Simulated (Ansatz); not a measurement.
**Fixed-spin-moment curve of YI (P-3m1)**

The geometry is a structure from the Materials Project, held fixed and not relaxed.

Common settings: LDA, 7×7×3 k mesh, Fermi–Dirac smearing of 0.05 eV. PAW means Ansatz 0.2.0 on its default frozen-core files; LAPW is all-electron LAPW in Ansatz 0.2.0. Site moments are integrated in spheres about the atoms, whose radii differ between the methods.

The first input and its command:

```yaml
crystal:
  lattice:
    - [3.9559735753, 0.0, 0.0]
    - [-1.9779867876, 3.4259736129, 0.0]
    - [0.0, 0.0, 11.079476]
  atoms:
    - { symbol: "Y", position: [0.6666666667, 0.3333333333, 0.626727], spin: 0.6 }
    - { symbol: "Y", position: [0.3333333333, 0.6666666667, 0.373273], spin: 0.6 }
    - { symbol: I, position: [0.3333333333, 0.6666666667, 0.819975] }
    - { symbol: I, position: [0.6666666667, 0.3333333333, 0.180025] }
magnetization:
  spin_polarized: true
kpoints:
  mp_grid: { grid: [7, 7, 3] }
scf:
  occupations: { method: fermi_dirac, width: 0.05 }
  lower_state_search: "off"
hamiltonian:
  xc: lda
  pseudopotentials: { kind: paw }
output:
  forces: true
  stress: true
  eigenvalues: true
  populations: true
  dos: { projected: true, de: 0.1, e_range: [-8, 5] }
  write_density: true
  write_potential: true
  elf: true
  volumetric_format: npy
```

Command: `ansatz run input.yaml --threads 2 --pin off --max-ram 6144MiB --backend cpu --events-out ev --progress --plain --runs-dir out`

The input for «total moment held at 0.2 μB» by PAW differs from it in these lines, output keys apart:

```diff
-    - { symbol: "Y", position: [0.6666666667, 0.3333333333, 0.626727], spin: 0.6 }
-    - { symbol: "Y", position: [0.3333333333, 0.6666666667, 0.373273], spin: 0.6 }
+    - { symbol: "Y", position: [0.6666666667, 0.3333333333, 0.626727], spin: 0.1 }
+    - { symbol: "Y", position: [0.3333333333, 0.6666666667, 0.373273], spin: 0.1 }
+  initial_magnetization: 0.2
+  spin_locking: { lock_magnetization: hard }
```

The input for «total moment held at 0.41 μB» by LAPW differs from it in these lines, output keys apart:

```diff
-    - { symbol: "Y", position: [0.6666666667, 0.3333333333, 0.626727], spin: 0.6 }
-    - { symbol: "Y", position: [0.3333333333, 0.6666666667, 0.373273], spin: 0.6 }
+    - { symbol: "Y", position: [0.6666666667, 0.3333333333, 0.626727], spin: 0.205 }
+    - { symbol: "Y", position: [0.3333333333, 0.6666666667, 0.373273], spin: 0.205 }
+  initial_magnetization: 0.41
+  spin_locking: { lock_magnetization: hard }
-  pseudopotentials: { kind: paw }
+  pseudopotentials: { kind: all_electron, lapw: { basis_error: 0.001 } }
```

The total moment M of the cell is held by giving each spin its own Fermi level. Half their difference over μB is the field that would hold M, so μB·B = dF/dM. Energies count from each method's free run. The held moment starts on the atoms that carry the free run's moments.

The free PAW run: Site moments (μB): Y1 0.22, Y2 0.22, I3 0.01, I4 0.01. Cell moment 1.01 μB.

```json
{"M (μB/cell)": "0.00", "ΔF PAW (meV/cell)": "+12.2", "ΔF LAPW (meV/cell)": "–", "B, PAW (T)": "–", "largest site moment, PAW (μB)": "0.00", "pressure, PAW (GPa)": "-3.2"}
{"M (μB/cell)": "0.20", "ΔF PAW (meV/cell)": "+11.4", "ΔF LAPW (meV/cell)": "–", "B, PAW (T)": "-149", "largest site moment, PAW (μB)": "0.04", "pressure, PAW (GPa)": "-3.2"}
{"M (μB/cell)": "0.41", "ΔF PAW (meV/cell)": "+8.8", "ΔF LAPW (meV/cell)": "+8.8", "B, PAW (T)": "-272", "largest site moment, PAW (μB)": "0.09", "pressure, PAW (GPa)": "-3.2"}
{"M (μB/cell)": "0.61", "ΔF PAW (meV/cell)": "+5.2", "ΔF LAPW (meV/cell)": "+5.2", "B, PAW (T)": "-320", "largest site moment, PAW (μB)": "0.14", "pressure, PAW (GPa)": "-3.2"}
{"M (μB/cell)": "0.81", "ΔF PAW (meV/cell)": "+1.8", "ΔF LAPW (meV/cell)": "–", "B, PAW (T)": "-257", "largest site moment, PAW (μB)": "0.18", "pressure, PAW (GPa)": "-3.1"}
{"M (μB/cell)": "0.91", "ΔF PAW (meV/cell)": "+0.5", "ΔF LAPW (meV/cell)": "–", "B, PAW (T)": "-163", "largest site moment, PAW (μB)": "0.20", "pressure, PAW (GPa)": "-3.1"}
{"M (μB/cell)": "1.17", "ΔF PAW (meV/cell)": "+2.0", "ΔF LAPW (meV/cell)": "+2.0", "B, PAW (T)": "+517", "largest site moment, PAW (μB)": "0.26", "pressure, PAW (GPa)": "-3.1"}
{"M (μB/cell)": "1.32", "ΔF PAW (meV/cell)": "+10.8", "ΔF LAPW (meV/cell)": "–", "B, PAW (T)": "+1545", "largest site moment, PAW (μB)": "0.29", "pressure, PAW (GPa)": "-3.1"}
```

Against an unpolarised PAW run, spin polarisation gains 3.1 meV per atom; the pressure goes from -3.2 to -3.1 GPa.

Problem. Check μB·B = dF/dM between M = 1.17 and 1.32 μB with the PAW numbers.

Solution. ΔF/ΔM = +8.9 meV / 0.15 = +59.1 meV per μB, which is +1021 T with μB = 0.05788 meV/T. The mean of the two holding fields is +1031 T. The slope equals the mean of B over the step, so the two agree where B(M) is nearly straight between its ends, and here they lie within a tenth of each other.

Separate runs put a uniform field on the spins (g = 2):

```
field (T)  M PAW (μB/cell)
      500            1.167
     1000            1.243
```

The rows needn't lie on one branch: at M = 0 the run is unmagnetised, so slopes across such rows needn't follow B.

The PAW files were made with PBE; the program remakes their cores once for the run's functional and then keeps them frozen. The Ansatz runs typed with the search for lower states off end where their start leads. Spin–orbit coupling is left out although heavy atoms are present. The magnetic state is the one that this cell and start allow. It needn't be the compound's measured order, which may need a larger cell or be absent.
